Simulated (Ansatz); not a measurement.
**SiGe, first-principles data**

SiGe:
```yaml
crystal:
  lattice:
    - [1.96053, 1.13191, 6.39185]
    - [-1.96053, 1.13191, 6.39185]
    - [0.00000, -2.26383, 6.39185]
  atoms:
    - { symbol: Si, position: [0.93885, 0.93885, 0.93885] }
    - { symbol: Si, position: [0.06115, 0.06115, 0.06115] }
    - { symbol: Ge, position: [0.43593, 0.43593, 0.43593] }
    - { symbol: Ge, position: [0.56407, 0.56407, 0.56407] }
```

Space group R-3m (No. 166); conventional cell a = b = 3.9211 Å, c = 19.1755 Å, α = β = 90.00°, γ = 120.00°.

Method: PBEsol (plane waves, PAW; program Ansatz). Structure relaxed to zero pressure with the same functional. Other levels are named where they apply.

**Cell and energy**

* **Volume per atom**: 21.28 Å³
* **Density**: 3.93 g/cm³
* **Formation energy from the elements (no fitted shifts)**: 0.012 eV/atom

**Electronic structure**

- Band gap: 0.32 eV (indirect)
- Valence-band maximum: at Γ
- Conduction-band minimum: at F (3 equivalent valleys)
- Smallest direct gap on the standard path: 0.88 eV
- Electron effective mass: 0.11, 0.19, 0.90 mₑ (principal values)
- Electron effective mass with spin–orbit coupling: 0.11, 0.19, 0.90 mₑ (principal values)
- Hole effective mass, band 1 of 2 at the edge: 0.34 along x, 0.58 along z (mₑ)
- Hole effective mass, band 2 of 2 at the edge: 0.063 along x, 0.58 along z (mₑ)
- Hole effective mass with spin–orbit coupling: 0.11, 0.11, 0.58 mₑ (principal values)
- HSE06 gap on the PBEsol cell: 1.00 eV
- Gap with spin–orbit coupling: 0.27 eV

**Mechanics**

- Bulk modulus (Birch–Murnaghan fit) = 807 kbar
- Pressure derivative B′ = 4.5
- Elastic constants (relaxed ions, GPa) = C11 = 165, C12 = 44.2, C13 = 34.9, C14 = -12.3, C33 = 171, C44 = 50.7
- Mechanical stability = stable (all eigenvalues of C positive)
- Hill bulk and shear moduli = 81.0 and 56.6 GPa
- Young's modulus = 138 GPa
- Poisson's ratio = 0.22
- Debye temperature from the elastic constants = 451 K

**Dielectric response**

Electronic dielectric constant ε∞ (DFPT): 15.4 (xx = yy), 15.5 (zz)
Born charges (a third of the trace): Si -0.05, Ge +0.05 e

**Phonons**

* **Highest zone-centre frequency (without LO–TO term)**: 57.9 meV
* **Zone-centre stability**: no imaginary mode at Γ

The start of the workflow was typed in or built on a structure type; neither database checked (COD, Materials Project) lists it. Whether it is the stable phase at ambient conditions was not checked. The cell was relaxed with PBEsol under the symmetry of its start. The references are the lowest solids computed at this level, not always the standard phases. Spin–orbit coupling is left out wherever it is not named.

Potentials: the later of the program's two PAW sets.
